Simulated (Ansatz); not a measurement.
Hf across functionals

```yaml
crystal:
  lattice:
    - [3.19238, 0.00000, 0.00000]
    - [-1.59619, 2.76469, 0.00000]
    - [0.00000, 0.00000, 5.04504]
  atoms:
    - { symbol: Hf, position: [0.33333, 0.66667, 0.25000] }
    - { symbol: Hf, position: [0.66667, 0.33333, 0.75000] }
```

Atoms are numbered in the order listed.

The conventional cell has a = 3.192 Å, b = 3.192 Å, c = 5.045 Å, α = 90.00°, β = 90.00°, γ = 120.00°. Around Hf (atom 1) lie 12 Hf at 3.12 to 3.19 Å.

The cell is the one relaxed in the Materials Project (mp-103), not relaxed further here; entries there can be hypothetical.

No spin–orbit coupling, which matters for the heavy atoms here.

One fixed cell is solved with several functionals by frozen-core PAW in Ansatz 0.2.0, scalar-relativistically. A positive pressure means that the functional wants a larger cell.

The PAW files were made with PBE; their cores are remade for each functional.

The runs use a Γ-centred 12×12×7 k mesh, Fermi–Dirac smearing of 0.05 eV, cutoff 500 eV, no spin polarisation; the PAW files were made with PBE, and the program remakes their frozen cores for this functional.

Cutoffs: r²SCAN 500 eV, LDA 420 eV, PBEsol 420 eV, PBE 420 eV.

(1) Order the settings by the pressure that they give at this fixed cell, lowest first.
A. LDA
B. r²SCAN
C. PBEsol
D. PBE

Answers

(1) A (-7.11 GPa), C (-3.18 GPa), B (0.48 GPa), D (1.38 GPa).
